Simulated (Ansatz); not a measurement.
Input:

Relaxed BaTiO₃ (tetragonal-perovskite type, space group P4mm):

```
CELL_PARAMETERS angstrom
      3.97230     0.00000     0.00000
      0.00000     3.97230     0.00000
      0.00000     0.00000     4.11282
ATOMIC_POSITIONS crystal
  Ti 0.50000 0.50000 0.45232
  Ba 0.00000 0.00000 0.93423
  O  0.50000 0.50000 0.89517
  O  0.50000 0.00000 0.41214
  O  0.00000 0.50000 0.41214
```

Scan: atom 3 (O, nearest neighbour Ti at 1.821 Å; its periodic images, 4.0 Å or more away, move with it) is displaced along Cartesian [111], direction (0.577, 0.577, 0.577) in Cartesian axes, by s. The other atoms stay.

The numbers are results of r2SCAN (plane waves to 500 eV, PAW, scalar-relativistic; Ansatz, an electronic-structure program), not measurements. k mesh 7×7×7 (Γ-centred), Fermi-Dirac smearing 0.05 eV. The energy includes the smearing's −TS. Left out: 2 of 11 points, with atoms too close for the PAW data. BaTiO3 is run without spin polarisation. BaTiO3 was relaxed with its symmetry unable to fall. ΔE is measured from the undisplaced structure.

The scan covers s from -0.216 to 0.360 Å in 9 points.

Q: Is this a single well or a double well?

A: A single well with its minimum at or next to zero displacement.

Q: Is the energy the same for displacements of ±0.216 Å, and if not, which side lies higher?

A: Not even: the negative side lies higher at ±0.216 Å. With its periodic images moving along, the atom's site symmetry in this cell is 4mm.

Q: What force acts on the atom along the line at s = -0.216 Å?

A: 2.22 eV/Å.

Q: What is the energy change at s = 0.360 Å?

A: 487 meV/cell.

Q: What is the force constant k = d²E/ds² of this move at s = 0?

A: 8.89 eV/Å².

(A displaced cell: forces are minus the slopes of the energy, force constants its curvatures, and phonons follow from these.)
